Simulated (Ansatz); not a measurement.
# Conduction electrons in YSe (Fm-3m)

```yaml
crystal:
  lattice:
    - [0.00000, 2.84482, 2.84482]
    - [2.84482, 0.00000, 2.84482]
    - [2.84482, 2.84482, 0.00000]
  atoms:
    - { symbol: Y, position: [0.50000, 0.50000, 0.50000] }
    - { symbol: Se, position: [0.00000, 0.00000, 0.00000] }
```

Computed, not measured; unless marked otherwise by PBEsol, all-electron LAPW in Ansatz 0.2.0, scalar-relativistic. k mesh 12×12×12, fine mesh 16×16×16, Fermi-Dirac smearing of 0.050 eV, basis error target 1 meV/atom. The cell was relaxed by PAW under this functional.

Levels and slopes are solved on a 16×16×16 mesh, and each state is taken as quadratic over its cell.

What is the density of states at the Fermi level, and which bare Sommerfeld coefficient follows?

N(E_F) = 0.504 states/eV/atom (both spins), so γ = (π²/3) k_B² N(E_F) = 1.19 mJ/(mol-atom K²) without electron-phonon or spin-fluctuation enhancement.

What Drude plasma energy and σ/τ do the band velocities give?

(ħω_p,α)² = (e²/ε₀VN_k) Σ_nkσ (∂E/∂k_α)² δ(E − E_F) gives ħω_p = (6.52, 6.52, 6.52) eV along x, y, z, and σ/τ = ε₀ω_p² = 8.68×10²⁰ Ω⁻¹m⁻¹s⁻¹ along x. Weighted by the density of states, the mean Fermi speed is 0.791×10⁶ m/s; the surface has an area of 14.1 Å⁻² for each spin direction.

Which bands cross the Fermi level, and what do they carry?

```
band  filled part  N (states/eV/cell)  speed (10⁶ m/s)  5th to 95th percentile  area (Å⁻²)        filling
   1         0.49               0.865            0.864            0.21 to 1.23        13.2  partly filled
   2         0.01              0.0956            0.337            0.24 to 0.50       0.571   nearly empty
   3         0.00              0.0472            0.388            0.30 to 0.50       0.325   nearly empty
```

Map the plane k₃ = 1/2 of the mesh: how many bands lie under the Fermi level at each point, counted from the least on the plane?

k₁ runs to the right and k₂ upwards, each from −½ to ½ with 0 in the middle (the axes needn't be at right angles):
```
0000111111111000
0000111111110000
0000011111100000
1110001111000001
1111000000000011
1111100000000111
1111100000001111
1111100000001111
1111100000001111
1111000000001111
1110000000000111
1100000111100011
0000001111110000
0000011111111000
0000111111111000
0000111111111000
```

On PAW files the program sums the optical response inside the mesh cells, interband lines and its own Drude term. Where does ε₁ rise through zero (a sharp plasmon if ε₂ is small there), and how much light is reflected?

```json
{
 "Fine mesh": "16, 16, 16",
 "Window top": "20 eV",
 "Line width": "0.25 eV",
 "Drude damping": "0.05 eV",
 "ε₁ rises through zero at x": "2.53, 14.77, 17.2 eV",
 "ε₂ there x": "1.98, 0.68, 0.42",
 "Plasma energy (x, y, z)": "6.519, 6.519, 6.519 eV",
 "Reflectivity at 1 eV, x-polarised": "0.9605",
 "Reflectivity at 2 eV, x-polarised": "0.7146",
 "Reflectivity at 3 eV, x-polarised": "0.09161"
}
```

The plasma energy here is the program's own sum at the run's smearing; it differs from the value above by up to 0 %, through mesh and smearing.

What does PAW give for the same cell?

N(E_F) = 0.504 states/eV/atom and ħω_p,x = 6.52 eV.

Known limits: these sums move with the mesh, by several per cent and more for small sheets; frozen-core PAW files fitted under PBE, their cores solved anew for the functional of the run.
